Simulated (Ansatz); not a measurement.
An Ansatz input:

```yaml
crystal:
  lattice:
    - [6.3623176968, 0.0, 0.0]
    - [-3.1811588484, 5.5099287523, 0.0]
    - [0.0, 0.0, 3.7976012581]
  atoms:
    - { symbol: Ca, position: [1.0, 1.0, 0.0] }
    - { symbol: Ca, position: [0.3333333333, 0.6666666667, 0.5] }
    - { symbol: Ca, position: [0.6666666667, 0.3333333333, 0.5] }
hamiltonian:
  xc: pbesol
  pseudopotentials:
    kind: paw
    azcp:
      Ca: "pseudopotentials/Ca.paw.azcp"
basis:
  ecutwfc: 420
  fft_grid_basis: typed
kpoints:
  mp_grid: { grid: [7, 7, 10], shift: [0, 0, 0] }
magnetization:
  spin_polarized: false
scf:
  occupations: { method: fermi_dirac, width: 0.1 }
  lower_state_search: "off"
output:
  stress: true
```

Terminal output

```
Warning: the record states the generating functional pbe (its physics header spells it `PBE`), which answers neither for hamiltonian.xc's functional nor for the pbesol family's — results may be inconsistent (PPs are generated against a specific XC)
Engine: ansatz 0.2.0, aarch64-unknown-linux-gnu
Pseudopotentials: kind: paw
Pseudopotential: Ca, paw, valence charge 10, recommended cutoff 420 eV (normal) 
Functional definition: PBEsol
  exchange = pbesol_x
  correlation = pbesol_c
Crystal: 3 atoms, lattice volume = 133.128 Å³
Basis set: ecut = 420 eV, 2641 PW (Γ)
Bands: 19, of which v1, the nominal top of the filled ones, is band 15 counted from 1 (14 counted from 0)
Symmetry: 24 space group operations
Space group: P6/mmm (ITA 191), of the structure as read, at distance tolerance 5.1e-5 Å
k-points: 48 of 490
Non-local potential: Ca, projectors of the file, l = 0: 3, l = 1: 2, l = 2: 2
PAW form: soft (Blöchl's): semilocal exchange-correlation on the pseudo side does not see the compensation charge
PAW frozen core: Ca, regenerated for the run's functional, and the local potential with it (the file was generated under x = pbe(κ = 0.804, μ = 0.2195149727645171), c = pbe(β = 0.06672455060314922))
PAW one-centre angular grid: Ca, 110 points (default); XC on 64 Gauss nodes
Initial density: superposition of atomic densities (neutral atoms: chi_scale 0, normalization atom), corrected by the library's trained network
Initial wavefunctions: pseudopotential atomic-orbital guess
Functional: x = pbesol(κ = 0.804, μ = 0.12345679012345678), c = pbesol(β = 0.046)
SCF iter   1: F=—  HF=-5381.074017 eV  |F-HF|=—  |Δ(HF+E_count)|=         —  Δρ=2.14e-3  dr2=6.86e-3  ethr=1.77e-3  ⟨swp⟩=8.8  Hψ=11360  notcnv=0
automatic band count: the SCF goes on with 23 bands, as 19 were too few: the levels above may hold too much charge
SCF iter   2: F=—  HF=-5381.073092 eV  |F-HF|=—  |Δ(HF+E_count)|=   9.24e-4  Δρ=1.00e-3  dr2=1.61e-3  ethr=2.29e-5  ⟨swp⟩=2.8  Hψ=2202  notcnv=0
SCF iter   3: F=—  HF=-5381.072562 eV  |F-HF|=—  |Δ(HF+E_count)|=   5.30e-4  Δρ=2.50e-4  dr2=1.28e-4  ethr=5.36e-6  ⟨swp⟩=2.7  Hψ=2073  notcnv=0
SCF iter   4: F=—  HF=-5381.072532 eV  |F-HF|=—  |Δ(HF+E_count)|=   2.94e-5  Δρ=5.31e-5  dr2=3.89e-6  ethr=4.28e-7  ⟨swp⟩=2.2  Hψ=1448  notcnv=0
SCF iter   5: F=—  HF=-5381.072530 eV  |F-HF|=—  |Δ(HF+E_count)|=   2.62e-6  Δρ=1.38e-5  dr2=3.96e-7  ethr=1.30e-8  ⟨swp⟩=2.4  Hψ=1918  notcnv=0
SCF iter   6: F=-5381.072530 eV  HF=-5381.072530 eV  |F-HF|=2.48e-10  |Δ(HF+E_count)|=   2.15e-8  Δρ=2.29e-6  dr2=6.96e-9  ethr=3.33e-10  ⟨swp⟩=4.0  Hψ=3400  notcnv=0
SCF 1 converged in 6 iterations: F = -5381.072530 eV  dr2 = 6.96e-9
SCF converged after 6 iterations
Free energy (F): -5381.072530 eV
Harris-Foulkes:  -5381.072530 eV  (|F-HF|=2.48e-10)
Internal energy: -5380.923394 eV  (E = F + TS)
E sigma→0 (E₀):  -5380.997962 eV
Entropy (-TS):   -0.149136 eV (-49.712 meV/atom)
Fermi energy:    4.552140 eV
--- Per-component energies (eV) ---
  E_band       = -538.154528
  E_kinetic    = 824.211817
  E_local      = -2597.548949  (includes V_loc(G=0)·N_el)
  E_nonlocal   = 193.830305
  E_hartree    = 869.473979
  E_xc         = -401.790200
  E_vxc        = -503.315507  (∫ρ·V_xc dr)
  E_paw        = -2510.045554  (= ΣΔE_a)
  E_vpaw       = -194.280142  (= ΣTr[D̂ρ^β])
  E_aug_tail   = -0.000017  (compensation charges beyond the density's cutoff)
  E_ewald      = -1759.411158
  E_core_change = 0.356383  (= ΣΔE_core)
  E_smearing   = -0.149136  (= −TS)
  E_closure    = 0.000000  (closes the sum)
  Σ components = -5381.072530   (vs F -5381.072530, Δ=0.00e0)
--- Stress (GPa, compression-positive) ---
       -1.232151      -0.000000       0.000000
       -0.000000      -1.232151       0.000000
        0.000000       0.000000      -1.106616
  P = ⅓ Tr σ = -1.1903 GPa (-11.903 kbar)
```
